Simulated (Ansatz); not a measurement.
Data:

ScB$_{12}$:
```
CELL_PARAMETERS angstrom
      0.00000     3.69957     3.69957
      3.69957     0.00000     3.69957
      3.69957     3.69957     0.00000
ATOMIC_POSITIONS crystal
  Sc 0.00000 0.00000 0.00000
  B  0.83862 0.50000 0.50000
  B  0.83862 0.50000 0.16138
  B  0.50000 0.83862 0.16138
  B  0.50000 0.83862 0.50000
  B  0.16138 0.50000 0.50000
  B  0.50000 0.16138 0.50000
  B  0.50000 0.16138 0.83862
  B  0.16138 0.50000 0.83862
  B  0.16138 0.83862 0.50000
  B  0.50000 0.50000 0.83862
  B  0.50000 0.50000 0.16138
  B  0.83862 0.16138 0.50000
```

This is the r²SCAN-relaxed structure.

**Question.** All from DFT-r²SCAN in the program Ansatz with PAW potentials, unless another level is named. Predict the electronic character.

**Answer.** metallic (no gap).

**Question.** What about the density of states at the Fermi level?

**Answer.** 0.08 states/eV per atom (mean over ±0.08 eV).

**Question.** Next, the formation energy from the elements (no fitted shifts)?

**Answer.** -0.23 eV/atom.

Space group Fm-3m. The workflow started from an entry of the Crystallography Open Database (COD). Its standing as an ambient phase is unchecked. Symmetry was held in the r²SCAN relaxation; whether a distortion lowers the energy is not shown. No spin polarisation was allowed. The references are the lowest solids computed at this level, not always the standard phases.

Potentials: the later of the program's two PAW sets.
